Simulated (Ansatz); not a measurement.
Input, command and steps of an Ansatz relaxation.

```yaml
crystal:
  lattice:
    - [2.0695680226, 1.194865655, 6.2506248505]
    - [-2.0695680226, 1.194865655, 6.2506248505]
    - [0.0, -2.3897313099, 6.2506248505]
  atoms:
    - { symbol: Cd, position: [0.0, 0.0, 0.0] }
    - { symbol: Te, position: [0.75, 0.75, 0.75] }
    - { symbol: Te, position: [0.25, 0.25, 0.25] }
basis:
  ecutwfc: 420
kpoints:
  mp_grid: { grid: [6, 6, 6] }
hamiltonian:
  xc: pbe
scf:
  occupations: { method: gaussian, width: 0.1 }
  lower_state_search: "off"
output:
  forces: true
  stress: true
  eigenvalues: true
relax:
  adjacent_minimum: "off"
  f_tol: 0.04
  max_steps: 70
  cell: { stress_tol: 0.4 }
```

```bash
ansatz run input.yaml --threads 1 --pin off --max-ram 2560MiB --backend cpu --events-out ev --progress --plain --runs-dir out
```

The calculation used DFT PBE, scalar-relativistic, plane waves, PAW (Ansatz 0.2.0).

Of 6 frames 6 are shown, positions in Å and forces in eV/Å; the SCF threshold varies from step to step. Steps run on the plane waves of an earlier cell, with a Pulay correction in the pressure. The basis is chosen afresh for the last frame, the zero of the energies, and at times for earlier ones too; energy and pressure step there, also at an unchanged geometry.

```xyz
3
Lattice="2.0696 1.1949 6.2506 -2.0696 1.1949 6.2506 0.0000 -2.3897 6.2506" Properties=species:S:1:pos:R:3:forces:R:3 pbc="T T T" step=1 free_energy_over_end_meV_per_atom=124.96 pressure_GPa=3.13
Cd    0.0000    0.0000    0.0000    0.0000    0.0000    0.0000
Te    0.0000    0.0000   14.0639    0.0000    0.0000    1.1567
Te    0.0000    0.0000    4.6880    0.0000    0.0000   -1.1567
3
Lattice="2.0833 1.2028 6.2171 -2.0833 1.2028 6.2171 0.0000 -2.4056 6.2171" Properties=species:S:1:pos:R:3:forces:R:3 pbc="T T T" step=2 free_energy_over_end_meV_per_atom=29.96 pressure_GPa=-1.00
Cd    0.0000    0.0000    0.0000    0.0000    0.0000    0.0000
Te    0.0000    0.0000   14.1822    0.0000    0.0000    0.3202
Te    0.0000    0.0000    4.4692    0.0000    0.0000   -0.3202
3
Lattice="2.0754 1.1982 5.9149 -2.0754 1.1982 5.9149 0.0000 -2.3964 5.9149" Properties=species:S:1:pos:R:3:forces:R:3 pbc="T T T" step=3 free_energy_over_end_meV_per_atom=5.59 pressure_GPa=0.54
Cd    0.0000    0.0000    0.0000    0.0000    0.0000    0.0000
Te    0.0000    0.0000   13.6226    0.0000    0.0000   -0.2671
Te    0.0000    0.0000    4.1220    0.0000    0.0000    0.2671
3
Lattice="2.0982 1.2114 5.9391 -2.0982 1.2114 5.9391 0.0000 -2.4228 5.9391" Properties=species:S:1:pos:R:3:forces:R:3 pbc="T T T" step=4 free_energy_over_end_meV_per_atom=0.83 pressure_GPa=-0.30
Cd    0.0000    0.0000    0.0000    0.0000    0.0000    0.0000
Te    0.0000    0.0000   13.6222    0.0000    0.0000    0.0348
Te    0.0000    0.0000    4.1949    0.0000    0.0000   -0.0348
3
Lattice="2.1091 1.2177 5.8710 -2.1091 1.2177 5.8710 0.0000 -2.4354 5.8710" Properties=species:S:1:pos:R:3:forces:R:3 pbc="T T T" step=5 free_energy_over_end_meV_per_atom=-0.15 pressure_GPa=-0.15
Cd    0.0000    0.0000    0.0000    0.0000    0.0000    0.0000
Te    0.0000    0.0000   13.4673    0.0000    0.0000    0.0052
Te    0.0000    0.0000    4.1458    0.0000    0.0000   -0.0052
3
Lattice="2.1091 1.2177 5.8710 -2.1091 1.2177 5.8710 0.0000 -2.4354 5.8710" Properties=species:S:1:pos:R:3:forces:R:3 pbc="T T T" step=6 free_energy_over_end_meV_per_atom=0.00 pressure_GPa=-0.16
Cd    0.0000    0.0000    0.0000    0.0000    0.0000    0.0000
Te    0.0000    0.0000   13.4673    0.0000    0.0000    0.0052
Te    0.0000    0.0000    4.1458    0.0000    0.0000   -0.0052
```

The start puts this composition into another compound's structure type, which needn't suit it. At the end the space group is R-3m (tolerance 0.05 Å).

It took 43 s on 1 thread of Intel(R) Xeon(R) Platinum 8259CL CPU @ 2.50GHz (Skylake/Cascade Lake), on a shared host, peak memory 0.47 GiB.

The k mesh is coarse. The cell holds layers, and where no dispersion correction was added their binding is poorly described.